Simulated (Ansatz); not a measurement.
Sb2Se3:
```yaml
crystal:
  lattice:
    - [4.06934, 0.00000, 0.00000]
    - [-2.03467, 3.52415, 0.00000]
    - [0.00000, 0.00000, 10.56253]
  atoms:
    - { symbol: Sb, position: [0.33333, 0.66667, 0.17948] }
    - { symbol: Sb, position: [0.66667, 0.33333, 0.82052] }
    - { symbol: Se, position: [0.00000, 0.00000, 0.00000] }
    - { symbol: Se, position: [0.33333, 0.66667, 0.67352] }
    - { symbol: Se, position: [0.66667, 0.33333, 0.32648] }
```

Relaxed with PBE. Special points in fractions of this cell's reciprocal vectors: Γ (0.000, 0.000, 0.000); M (0.500, 0.000, 0.000); K (0.333, 0.333, 0.000); A (0.000, 0.000, 0.500); L (0.500, 0.000, 0.500); H (0.333, 0.333, 0.500).

Q: List the band energies nearest the valence-band maximum at these points for DFT-PBE in the program Ansatz with PAW potentials.

A: In eV from the valence-band maximum; about four levels below and three above (degenerate sets whole), none deeper than 8.9 eV; points with the same levels are listed once.

| k | below | above |
|---|---|---|
| Γ | -1.48 -1.18 -1.18 -0.07 | 0.40 1.48 1.48 |
| M | -2.36 -1.76 -1.39 -0.52 | 1.24 2.26 2.46 |
| K | -2.72 -2.72 -1.83 -0.78 -0.78 | 1.61 2.80 2.80 |
| A | -1.21 -1.21 -0.72 -0.66 | 0.56 1.48 1.48 |
| L | -2.13 -1.41 -1.32 -0.80 | 1.09 2.12 2.27 |
| H | -2.96 -2.96 -1.96 -0.46 -0.46 | 1.95 2.43 2.43 |

Space group P-3m1 (La2O3 or Ni2Al3 type). The cell is a constructed one: a structure type filled with these elements; neither database checked (COD, Materials Project) lists it. It is not the phase usual at ambient conditions (space group No. 62). Symmetry was held in the PBE relaxation; its stability against distortions is not shown here. Scalar-relativistic: spin–orbit coupling is off unless named, which matters more the heavier the elements.

Potentials: the earlier of the program's two PAW sets.
